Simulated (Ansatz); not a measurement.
ZnF2 (rutile, P4_2/mnm), PBEsol (plane waves, PAW; program Ansatz). The conduction-band minimum lies at Γ, with 1 equivalent valley. Second derivatives d²E/dk² of the lowest band at one valley (eV·Å²), along Cartesian directions:

```tsv
direction	d²E/dk²
[100]	17.26
[010]	17.26
[001]	18.98
[110]	17.26
[101]	18.12
[011]	18.12
```

Question: Find the principal effective masses, the density-of-states mass and the conductivity mass.

Answer: Off-diagonal terms follow from H_xy = H[110] − (H_xx + H_yy)/2, and m*/mₑ = 7.620 eV·Å² over each eigenvalue: 0.40, 0.44, 0.44. One valley's DOS mass (m₁m₂m₃)^(1/3) = 0.43, conductivity mass 3/(Σ 1/mᵢ) = 0.43 mₑ.

Question: What effective density of states Nc follows at 300 K for parabolic valleys?

Answer: Nc = 2.509e19 × 1 × (0.43)^(3/2) ≈ 7.1e18 cm⁻³.

The PBEsol relaxation kept the symmetry of its start.

Potentials: the later of the program's two PAW sets.

Edges and masses are those of Kohn–Sham bands, whose gap is no quasiparticle gap.
